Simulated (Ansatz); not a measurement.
## Two states of MnSi

```
Mn Si
1.0
     4.54727    0.00000    0.00000
     0.00000    4.54727    0.00000
     0.00000    0.00000    4.54727
Mn Si
4 4
Cartesian
  0.6343 0.6343 0.6343
  1.6393 3.9129 2.9080
  2.9080 1.6393 3.9129
  3.9129 2.9080 1.6393
  3.8534 3.8534 3.8534
  2.9676 0.6939 1.5797
  1.5797 2.9676 0.6939
  0.6939 1.5797 2.9676
```

The numbers come from plane-wave PAW DFT (Ansatz): r2SCAN, 500 eV, 5×5×5 Γ-centred k points, fermi-dirac occupations (width 0.1 eV). Nothing was relaxed.

State A: no moments (no spin polarisation). State B: Mn1 up, Mn2 up, Mn3 up, Mn4 up (collinear spin).

Task: Which state is lower, and how do they differ?

Result: State B is lower by 155.6 meV an atom at zero smearing; in free energy at this smearing B lies -141.8 meV an atom from A.

```tsv
state	free energy (meV/atom)	largest moment in a small sphere (μB)	net moment (μB/cell)	gap on mesh (eV)	pressure (GPa)	largest force (eV/Å)
A	141.8	0.00	0.00	metal	-13.0	0.45
B	0.0	2.17	8.05	metal	1.0	0.27
```

Origin: a database entry at a rescaled volume. Caveats: atoms or cell far from equilibrium.
